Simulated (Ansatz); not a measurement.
RuCl$_{2}$: reading a single point

```
Ru Cl
1.0
     1.79849    3.11507    0.00000
    -1.79849    3.11507    0.00000
    -1.79849    1.03836    5.89685
Ru Cl
1 2
Direct
  0.00000 0.00000 0.00000
  0.25000 0.50000 0.75000
  0.75000 0.50000 0.25000
```

Method: r2SCAN, no spin polarisation; PAW, plane waves to 500 eV, 9×9×9 Γ-centred mesh, fermi-dirac occupations (width 0.0146 eV) (Ansatz 0.2.0), atoms fixed.

**Question.** What is the character of the valence top and the conduction bottom?

**Answer.** Within 0.7 eV of the edges, the states project mainly on Ru d (90 %) below the gap and on Ru d (70 %) and Cl p (26 %) above it.

**Question.** Is the cell too large or too small?

**Answer.** The pressure is -9.0 GPa (compression positive), so with the atoms held at these fractions the cell would first shrink; the forces are large, so a full relaxation may end otherwise. The principal stresses -11.5, -7.8, -7.8 GPa differ, so its shape would change too.

**Question.** Which element gives electrons and which takes them?

**Answer.** Bader charges in e: Ru +0.92, Cl -0.46. In the mean Ru gives up most and Cl takes most.

**Question.** What is the formation energy?

**Answer.** -0.41 eV an atom against the elements' usual phases (free molecules for gases, crystals otherwise, with no correction for O₂ or N₂), so it is bound against them; other compounds may still compete. Relaxing would lower it.

**Question.** What is the band gap?

**Answer.** The gap is 1.11 eV, indirect (the least direct gap found is 1.20 eV).

Origin: a known structure type with other elements, at an estimated volume, so it need not be a known compound. Caveats: atoms or cell far from equilibrium.
